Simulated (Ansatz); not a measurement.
A distorted cell of C (graphite type, space group P6_3/mmc):

```yaml
crystal:
  lattice:
    - [2.34985, 0.00000, 0.00000]
    - [-1.17492, 2.03503, 0.00000]
    - [0.00000, 0.00000, 6.89472]
  atoms:
    - { symbol: C, position: [0.00000, 0.00000, 0.25000] }
    - { symbol: C, position: [0.00000, 0.00000, 0.75000] }
    - { symbol: C, position: [0.33333, 0.66667, 0.25000] }
    - { symbol: C, position: [0.66667, 0.33333, 0.75000] }
```

Calculation: r2SCAN+rVV10 (plane waves to 500 eV, PAW, scalar-relativistic; Ansatz, a program for electronic structure). k mesh 15×15×5 (Γ-centred), Fermi-Dirac smearing 0.05 eV. Energies are smeared free energies. Compression counts positive. With partly filled bands, the response to shear is sensitive to the k mesh, so small differences along c/a are uncertain. C was relaxed with its symmetry unable to fall.

Question: Give the stress tensor in GPa and the pressure.

Answer: 
```
   66.7      0.0      0.0
    0.0     66.7      0.0
    0.0      0.0     -1.6
```
The pressure, a third of the trace, is 43.9 GPa.

Question: It is the relaxed cell deformed to V/V₀ = 0.947, (c/a)/(c/a)₀ = 1.080, c along z, fractional positions held. What is its energy relative to the relaxed cell?

Answer: 147 meV/atom.

(Under strain, the slope of the energy per volume gives the stress and its curvature an elastic modulus.)
